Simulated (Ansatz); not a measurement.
Input and command of a calculation in Ansatz (plane waves; scalar-relativistic PAW potentials unless the input names others):

```yaml
crystal:
  lattice:
    - [4.0975006778, 0.0, 0.0]
    - [0.0, 4.0975006778, 0.0]
    - [0.0, 0.0, 4.0975006778]
  atoms:
    - { symbol: Re, position: [0.0, 0.5, 0.5] }
    - { symbol: Re, position: [0.5, 0.0, 0.5] }
    - { symbol: Re, position: [0.5, 0.5, 0.0] }
    - { symbol: Bi, position: [0.0, 0.0, 0.0] }
basis:
  ecutwfc: 420
kpoints:
  mp_grid: { grid: [12, 12, 12] }
hamiltonian:
  xc: pbe
  hubbard: { sites: [{ species: Bi, l: f, u_eff: 30.0 }] }
scf:
  occupations: { method: gaussian, width: 0.1 }
  max_iter: 100
output:
  forces: true
  eigenvalues: true
  stress: true
```

```bash
ansatz run input.yaml --threads 1 --pin off --max-ram 2560MiB --backend cpu --events-out ev --progress --plain --runs-dir out
```

Problem. What will the program do with this input?

Solution. The program refuses it, because of a U on a shell that isn't there (hamiltonian.hubbard: not typed → {"sites": [{"species": "Bi", "l": "f", "u_eff": 30.0}]}). Without that key it is accepted.

Abridged log:
```
Error: inconsistent input (hamiltonian.hubbard.sites[].l, hamiltonian.hubbard.sites[].shell): hamiltonian.hubbard: the Bi pseudopotential carries no l=3 pseudo-atomic shell — pick an l its table provides
```